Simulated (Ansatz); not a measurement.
Relax this structure to zero stress and force, keeping its symmetry:

```
Mo S
1.0
     3.14118    0.00000    0.00000
    -1.57059    2.72035    0.00000
     0.00000    0.00000    6.12471
Mo S
1 2
Direct
  0.00000 0.00000 0.50000
  0.33333 0.66667 0.24106
  0.66667 0.33333 0.75894
```

These are results of DFT PBEsol, scalar-relativistic, plane waves, PAW in Ansatz, not measurements.

Settings: cutoff 420 eV, Γ-centred mesh 18×18×8 on the computed 3-atom cell, Gaussian smearing of 0.10 eV; no spin polarisation.

**Question.** What does it relax to?

**Answer.** The volume stays the same within 0.01 Å³/atom to 17.45 Å³/atom, and the energy changes by under 0.1 meV/atom. Final structure:
```
Mo S
1.0
     3.14118    0.00000    0.00000
    -1.57059    2.72035    0.00000
     0.00000    0.00000    6.12471
Mo S
1 2
Direct
  0.00000 0.00000 0.50000
  0.33333 0.66667 0.24106
  0.66667 0.33333 0.75894
```

The cell holds layers, and where no dispersion correction was added their binding is poorly described.

This form isn't the usual stable structure of the compound.